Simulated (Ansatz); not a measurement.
**What DFT gives for SrPd5**

```
CELL_PARAMETERS angstrom
2.69056 4.66019 0.00000
-2.69056 4.66019 0.00000
0.00000 0.00000 4.39162
ATOMIC_POSITIONS crystal
Pd 0.33330 0.33340 0.00000
Pd 0.66660 0.66670 0.00000
Pd 0.50000 0.50000 0.50000
Pd 0.50000 0.00000 0.50000
Pd 0.00000 0.50000 0.50000
Sr 0.00000 0.00000 0.00000
```

The numbers come from plane-wave PAW DFT (Ansatz): r2SCAN, no spin polarisation, 500 eV, 7×7×8 Γ-centred k points, fermi-dirac occupations (width 0.0144 eV). Nothing was relaxed.

**Stress.** The pressure is 1.2 GPa (compression positive), so with the atoms held at these fractions the cell would first expand. The principal stresses 0.4, 1.6, 1.6 GPa differ, so its shape would change too.
**Charges.** Bader charges in e: Sr +1.43, Pd -0.29. In the mean Sr gives up most and Pd takes most.
**Electronic structure.** It is a metal, with about 5.8 states/eV a cell as the mean within 0.25 eV of the Fermi level, mostly Pd d (82 %).
**Formation energy.** -0.38 eV an atom against the elements' usual phases (free molecules for gases, crystals otherwise, with no correction for O₂ or N₂), so it is bound against them; other compounds may still compete. Relaxing would lower it.

Origin: a database entry at a rescaled volume.
